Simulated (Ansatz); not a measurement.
Consider the following.

BAs (zinc blende)

```
CELL_PARAMETERS angstrom
      0.00000     2.40468     2.40468
      2.40468     0.00000     2.40468
      2.40468     2.40468     0.00000
ATOMIC_POSITIONS crystal
  As 0.75000 0.75000 0.75000
  B  0.00000 0.00000 0.00000
```

This relaxed cell (volume V₀) is scaled evenly in all directions, its shape held. Symmetry pins the atoms to their sites.

These are PBE (plane waves to 420 eV, PAW, scalar-relativistic; Ansatz, an electronic-structure program) values and carry that method's errors. k mesh 12×12×12 (Γ-centred), Fermi-Dirac smearing 0.05 eV. Energies are smeared free energies. Stress and pressure are positive under compression. BAs was relaxed with its symmetry unable to fall. The PAW data are Ansatz's earlier set. The zero of ΔE is the relaxed starting cell.

The scan covers V/V₀ from 0.840 to 1.160 in 11 points.

What is ΔE at V/V₀ = 0.840?

195.6 meV/atom.

What pressure does the cell carry at V/V₀ = 0.840?

32.6 GPa.

What is ΔE at V/V₀ = 1.160?

112.7 meV/atom.

(Under strain, the slope of the energy per volume gives the stress and its curvature an elastic modulus.)
